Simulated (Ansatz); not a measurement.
An Ansatz (a first-principles code) run. Input:

Ansatz 0.2 input:
```yaml
crystal:
  lattice:
    - [0.0, 2.6679781745, 2.6679781745]
    - [2.6679781745, 0.0, 2.6679781745]
    - [2.6679781745, 2.6679781745, 0.0]
  atoms:
    - { symbol: Ca, position: [0.0, 0.0, 0.0] }
kpoints:
  mp_grid: { grid: [28, 28, 28] }
hamiltonian:
  xc: lda
  pseudopotentials: { azcp: { folder: ./paw }, kind: paw }
scf:
  occupations: { method: fermi_dirac, width: 0.1 }
elastic: { mode: relaxed_ion, stencil: two_point, amplitude: 0.005, f_tol: 0.0005 }
```

Output (shortened):

```
Pseudopotential: Ca, paw, valence charge 10
Functional definition: SPW92
Crystal: 1 atoms, lattice volume = 37.982 Å³
Basis set: ecut = 420 eV, 725 PW (Γ)
Bands: 9, of which v1, the nominal top of the filled ones, is band 5 counted from 1 (4 counted from 0)
Symmetry: 48 space group operations
Space group: Fm-3m (ITA 225), of the structure as read, at distance tolerance 3.4e-5 Å
k-points: 624 of 21952
SCF iter   1: F=—  HF=-1772.628637 eV  |F-HF|=—  |Δ(HF+E_count)|=         —  Δρ=5.79e-3  dr2=1.29e-2  ethr=3.10e-3  ⟨swp⟩=5.9  Hψ=45485  notcnv=0
preconditioner: auto → none
SCF iter   2: F=—  HF=-1772.626873 eV  |F-HF|=—  |Δ(HF+E_count)|=   1.76e-3  Δρ=3.79e-3  dr2=5.77e-3  ethr=1.29e-4  ⟨swp⟩=1.9  Hψ=11430  notcnv=0
SCF iter   3: F=—  HF=-1772.626967 eV  |F-HF|=—  |Δ(HF+E_count)|=   9.43e-5  Δρ=5.70e-4  dr2=1.56e-4  ethr=5.77e-5  ⟨swp⟩=1.0  Hψ=5616  notcnv=0
SCF iter   4: F=—  HF=-1772.626934 eV  |F-HF|=—  |Δ(HF+E_count)|=   3.32e-5  Δρ=9.61e-5  dr2=3.48e-6  ethr=1.56e-6  ⟨swp⟩=2.1  Hψ=8732  notcnv=0
SCF iter   5: F=—  HF=-1772.626931 eV  |F-HF|=—  |Δ(HF+E_count)|=   2.73e-6  Δρ=1.08e-5  dr2=2.92e-8  ethr=3.48e-8  ⟨swp⟩=2.0  Hψ=8595  notcnv=0
SCF iter   6: F=—  HF=-1772.626931 eV  |F-HF|=—  |Δ(HF+E_count)|=   2.46e-8  Δρ=1.11e-6  dr2=3.42e-10  ethr=2.92e-10  ⟨swp⟩=2.0  Hψ=8251  notcnv=0
SCF iter   7: F=—  HF=-1772.626931 eV  |F-HF|=—  |Δ(HF+E_count)|=  4.32e-11  Δρ=1.07e-7  dr2=1.25e-12  ethr=3.42e-12  ⟨swp⟩=2.1  Hψ=9061  notcnv=0
SCF iter   8: F=-1772.626931 eV  HF=-1772.626931 eV  |F-HF|=4.55e-13  |Δ(HF+E_count)|=  2.27e-13  Δρ=7.28e-9  dr2=4.31e-15  ethr=1.00e-12  ⟨swp⟩=4.6  Hψ=18525  notcnv=0
SCF 1 converged in 8 iterations: F = -1772.626931 eV  dr2 = 4.31e-15
Crystal: 1 atoms, lattice volume = 37.792 Å³
Symmetry: 16 space group operations
k-points: 1639 of 21952
iter 1 solved again at ethr=1.91e-7 eV; its pass at ethr=3.10e-3 eV (dr2=1.91e-5 eV) is discarded
SCF iter   1: F=—  HF=-1772.626792 eV  |F-HF|=—  |Δ(HF+E_count)|=         —  Δρ=9.03e-5  dr2=2.90e-6  ethr=1.91e-7  ⟨swp⟩=3.2  Hψ=128729  notcnv=0
preconditioner: auto → none
SCF iter   2: F=—  HF=-1772.626792 eV  |F-HF|=—  |Δ(HF+E_count)|=   3.35e-8  Δρ=4.74e-5  dr2=7.36e-7  ethr=2.90e-8  ⟨swp⟩=1.0  Hψ=14752  notcnv=0
SCF iter   3: F=—  HF=-1772.626793 eV  |F-HF|=—  |Δ(HF+E_count)|=   7.02e-7  Δρ=6.24e-6  dr2=1.21e-8  ethr=7.36e-9  ⟨swp⟩=1.0  Hψ=14751  notcnv=0
SCF iter   4: F=—  HF=-1772.626793 eV  |F-HF|=—  |Δ(HF+E_count)|=   5.24e-9  Δρ=7.38e-7  dr2=7.48e-11  ethr=1.21e-10  ⟨swp⟩=2.0  Hψ=23338  notcnv=0
SCF iter   5: F=—  HF=-1772.626793 eV  |F-HF|=—  |Δ(HF+E_count)|=  3.64e-12  Δρ=9.20e-8  dr2=1.83e-12  ethr=7.48e-13 (applied; sched 1.00e-12)  ⟨swp⟩=2.0  Hψ=17274  notcnv=0
SCF iter   6: F=-1772.626793 eV  HF=-1772.626793 eV  |F-HF|=0.00e0  |Δ(HF+E_count)|=  4.55e-13  Δρ=6.42e-9  dr2=7.82e-15  ethr=1.00e-12  ⟨swp⟩=4.3  Hψ=48037  notcnv=0
SCF 2 converged in 6 iterations: F = -1772.626793 eV  dr2 = 7.82e-15
Crystal: 1 atoms, lattice volume = 38.172 Å³
Basis set: ecut = 420 eV, 733 PW (Γ)
iter 1 solved again at ethr=6.25e-12 eV; its pass at ethr=3.10e-3 eV (dr2=6.25e-10 eV) is discarded
SCF iter   1: F=—  HF=-1772.626924 eV  |F-HF|=—  |Δ(HF+E_count)|=         —  Δρ=3.60e-6  dr2=6.56e-10  ethr=6.25e-12  ⟨swp⟩=3.2  Hψ=128531  notcnv=0
preconditioner: auto → none
SCF iter   2: F=—  HF=-1772.626924 eV  |F-HF|=—  |Δ(HF+E_count)|=   4.21e-9  Δρ=1.80e-6  dr2=1.65e-10  ethr=6.25e-12  ⟨swp⟩=1.0  Hψ=14751  notcnv=0
SCF iter   3: F=—  HF=-1772.626924 eV  |F-HF|=—  |Δ(HF+E_count)|=   1.43e-9  Δρ=1.27e-7  dr2=5.17e-12  ethr=1.65e-12  ⟨swp⟩=2.0  Hψ=16806  notcnv=0
SCF iter   4: F=-1772.626924 eV  HF=-1772.626924 eV  |F-HF|=4.55e-13  |Δ(HF+E_count)|=  1.82e-12  Δρ=1.58e-8  dr2=3.07e-14  ethr=1.00e-12  ⟨swp⟩=2.9  Hψ=55532  notcnv=0
SCF 3 converged in 4 iterations: F = -1772.626924 eV  dr2 = 3.07e-14
Crystal: 1 atoms, lattice volume = 37.982 Å³
Symmetry: 8 space group operations
k-points: 3060 of 21952
iter 1 solved again at ethr=1.35e-7 eV; its pass at ethr=3.10e-3 eV (dr2=1.35e-5 eV) is discarded
SCF iter   1: F=—  HF=-1772.626882 eV  |F-HF|=—  |Δ(HF+E_count)|=         —  Δρ=6.73e-5  dr2=1.26e-6  ethr=1.35e-7  ⟨swp⟩=3.3  Hψ=236092  notcnv=0
preconditioner: auto → none
SCF iter   2: F=—  HF=-1772.626882 eV  |F-HF|=—  |Δ(HF+E_count)|=   3.23e-7  Δρ=3.47e-5  dr2=3.25e-7  ethr=1.26e-8  ⟨swp⟩=1.0  Hψ=27541  notcnv=0
SCF iter   3: F=—  HF=-1772.626883 eV  |F-HF|=—  |Δ(HF+E_count)|=   1.45e-7  Δρ=4.42e-7  dr2=4.03e-11  ethr=3.25e-9  ⟨swp⟩=1.0  Hψ=27540  notcnv=0
SCF iter   4: F=—  HF=-1772.626883 eV  |F-HF|=—  |Δ(HF+E_count)|=  2.09e-11  Δρ=7.37e-8  dr2=1.40e-12  ethr=4.03e-13 (applied; sched 1.00e-12)  ⟨swp⟩=2.4  Hψ=46985  notcnv=0
SCF iter   5: F=—  HF=-1772.626883 eV  |F-HF|=—  |Δ(HF+E_count)|=  9.09e-13  Δρ=2.52e-8  dr2=2.22e-13  ethr=1.00e-12  ⟨swp⟩=4.7  Hψ=90887  notcnv=0
SCF iter   6: F=-1772.626883 eV  HF=-1772.626883 eV  |F-HF|=6.82e-13  |Δ(HF+E_count)|=  6.82e-13  Δρ=3.92e-9  dr2=2.05e-15  ethr=1.00e-12  ⟨swp⟩=4.0  Hψ=75317  notcnv=0
SCF 4 converged in 6 iterations: F = -1772.626883 eV  dr2 = 2.05e-15
Crystal: 1 atoms, lattice volume = 37.982 Å³
iter 1 solved again at ethr=1.34e-11 eV; its pass at ethr=3.10e-3 eV (dr2=1.34e-9 eV) is discarded
SCF iter   1: F=—  HF=-1772.626883 eV  |F-HF|=—  |Δ(HF+E_count)|=         —  Δρ=1.69e-6  dr2=1.42e-9  ethr=1.34e-11  ⟨swp⟩=2.3  Hψ=228292  notcnv=0
preconditioner: auto → none
SCF iter   2: F=—  HF=-1772.626883 eV  |F-HF|=—  |Δ(HF+E_count)|=  4.89e-11  Δρ=8.12e-7  dr2=3.14e-10  ethr=1.34e-11  ⟨swp⟩=1.0  Hψ=27540  notcnv=0
SCF iter   3: F=—  HF=-1772.626883 eV  |F-HF|=—  |Δ(HF+E_count)|=  3.18e-12  Δρ=5.80e-8  dr2=9.17e-13  ethr=3.14e-12  ⟨swp⟩=1.0  Hψ=27540  notcnv=0
SCF iter   4: F=-1772.626883 eV  HF=-1772.626883 eV  |F-HF|=2.27e-13  |Δ(HF+E_count)|=  4.55e-13  Δρ=1.09e-8  dr2=2.98e-14  ethr=1.00e-12  ⟨swp⟩=4.4  Hψ=87996  notcnv=0
SCF 5 converged in 4 iterations: F = -1772.626883 eV  dr2 = 2.98e-14
SCF converged after 8 iterations
Free energy (F): -1772.626931 eV
Harris-Foulkes:  -1772.626931 eV  (|F-HF|=4.55e-13)
Internal energy: -1772.586893 eV  (E = F + TS)
E sigma→0 (E₀):  -1772.606912 eV
Entropy (-TS):   -0.040038 eV (-40.038 meV/atom)
Fermi energy:    5.514959 eV
--- Per-component energies (eV) ---
  E_band       = -166.202050
  E_kinetic    = 252.210815
  E_local      = -822.061617  (includes V_loc(G=0)·N_el)
  E_nonlocal   = 93.685755
  E_hartree    = 269.833302
  E_xc         = -124.892849
  E_vxc        = -156.200736  (∫ρ·V_xc dr)
  E_paw        = -823.008576  (= ΣΔE_a)
  E_vpaw       = -73.502869  (= ΣTr[D̂ρ^β])
  E_aug_tail   = -0.000003  (compensation charges beyond the density's cutoff)
  E_ewald      = -618.636886
  E_core_change = 0.283166  (= ΣΔE_core)
  E_smearing   = -0.040038  (= −TS)
  E_closure    = 0.000000  (closes the sum)
  Σ components = -1772.626931   (vs F -1772.626931, Δ=0.00e0)
  [band-id]    e_kinetic+e_local+e_nonlocal+2·e_hartree+e_vxc+e_vpaw+e_augmentation_tail = -166.202051   (vs E_band -166.202050, Δ=-5.82e-7)
--- Forces (eV/Å), atoms counted from 1 ---
  atom   1  Ca     0.00000000     0.00000000     0.00000000
  max |Σ_I F_I| component: 0.0 eV/Å
--- Stress (GPa, compression-positive) ---
        0.055279       0.000000       0.000000
        0.000000       0.055279       0.000000
        0.000000       0.000000       0.055279
  P = ⅓ Tr σ = 0.0553 GPa (0.553 kbar)
--- Band table (eV; the first three rows and the last of 624) ---
  k-point 0: bands = ["-35.9021", "-17.0382", "-17.0382", "-17.0382", "1.3074", "7.8651", "7.8651", "7.8651", "9.0702"]
  k-point 1: bands = ["-35.9019", "-17.0409", "-17.0386", "-17.0386", "1.3315", "7.8391", "7.8750", "7.8750", "9.0612"]
  k-point 2: bands = ["-35.9010", "-17.0489", "-17.0396", "-17.0396", "1.4033", "7.7634", "7.9031", "7.9031", "9.0366"]
  k-point 623: bands = ["-35.8709", "-17.1748", "-17.1748", "-17.1161", "5.6301", "6.2242", "6.2242", "8.2215", "10.0592"]
--- Elastic constants: 2 strain directions × 2 members + reference (group order 48) ---
  dense FFT box of the reference and of every strained cell: 27×27×27
  strains applied: 11, 23; error gains: componentwise 1.00 (the most a stress slope's error grows in a printed constant), spectral 1.73 (1 for all six strains …
  C = ∂σ_k/∂η_j (tension-positive GPa; Voigt order 11 22 33 23 13 12):
        24.544     17.202     17.202      0.000      0.000      0.000
        17.202     24.544     17.202      0.000      0.000      0.000
        17.202     17.202     24.544      0.000      0.000      0.000
         0.000      0.000      0.000     16.384      0.000      0.000
         0.000      0.000      0.000      0.000     16.384      0.000
         0.000      0.000      0.000      0.000      0.000     16.384
  reference stress σ⁰ (GPa):     -0.055     -0.055     -0.055      0.000      0.000      0.000
  C* (energy form; C + prestress term) asymmetry max|C*_kj − C*_jk| = 3.553e-15 GPa — a small one proves nothing (zero by symmetry where the batch's group is …
  moduli (Voigt/Reuss/Hill, GPa): K = 19.65/19.65/19.65   G = 11.30/6.87/9.08   E = 23.61   ν = 0.300
  mechanically stable: yes (min eigenvalue of sym C = 7.34 GPa)
  where every solve meets its electron count the energy-path curvature estimates C_jj along a normal strain and C_jj − ¼(σ⁰_aa + σ⁰_bb) along a shear (ab), of …
  strain η (Voigt 11):  stress-route row diagonal C_11 = 24.54 GPa, energy-path curvature d²(F+E_count+ΔE)/dδ²/Ω₀ = 24.54 GPa
         δ    σ_11 (GPa)             F (eV)   n_scf  n_hpsi   n_pw
    -5.000e-3      -0.1783       -1772.6267928       6  269259    755   relax 0 steps, max|allowed force component| 0.00e0 eV/Å
     5.000e-3       0.0671       -1772.6269240       4  238022    759   relax 0 steps, max|allowed force component| 0.00e0 eV/Å
  strain η (Voigt 23):  stress-route row diagonal C_44 = 16.38 GPa, energy-path curvature d²(F+E_count+ΔE)/dδ²/Ω₀ = 16.41 GPa
         δ    σ_23 (GPa)             F (eV)   n_scf  n_hpsi   n_pw
    -5.000e-3      -0.0819       -1772.6268825       6  546184    757   relax 0 steps, max|allowed force component| 0.00e0 eV/Å
     5.000e-3       0.0819       -1772.6268825       4  413148    757   relax 0 steps, max|allowed force component| 0.00e0 eV/Å
```

Cost: around 4 core-minutes (rough) on shared cores.

Symmetry was held in the LDA relaxation. As this level gives no gap, shear constants depend on the k-mesh and smearing (Fermi–Dirac, 0.1 eV here).

Potentials: the earlier of the program's two PAW sets. The files were generated under PBE; for other functionals the program regenerates the frozen cores, and for LDA and PBEsol the local potential too.

Ansatz is a plane-wave DFT program.
